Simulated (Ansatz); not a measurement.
Cd2TeS in space group P3m1 (No. 156; Cd on 1c, Cd on 1a, Te on 1a, S on 1c), LDA in the plane-wave PAW code Ansatz, all energies at zero smearing, with the estimated change up to a 700 eV cutoff added, with one set of potentials and settings (totals compare only within such a set). Cell of 4 atoms (2 Cd, 1 Te, 1 S): -23934.251 eV.

```json
[
 {"element": "Cd", "reference phase": "P6_3/mmc, 2 atoms in the cell", "E (eV/atom)": "-8117.8923"},
 {"element": "Te", "reference phase": "P3_121, 3 atoms in the cell", "E (eV/atom)": "-6827.2001"},
 {"element": "S", "reference phase": "Fddd, 32 atoms in the cell", "E (eV/atom)": "-869.4931"}
]
```

Formation energy per atom, worked out: (-23934.251 − 2×(-8117.8923) − 1×(-6827.2001) − 1×(-869.4931))/4 = -0.443 eV/atom (-43 kJ per mol of atoms), at 0 K, without zero-point energy or fitted corrections.

The workflow started from a Materials Project entry (that database holds measured and hypothetical structures alike); the Crystallography Open Database copy checked does not list it. Whether it is the stable phase at ambient conditions was not checked. The cell was relaxed with LDA under the symmetry of its start; of distortions, only those at the zone centre were tested. The references are the lowest solids computed at this level, not always the standard phases. Spin–orbit coupling is left out wherever it is not named.

Potentials: the later of the program's two PAW sets.
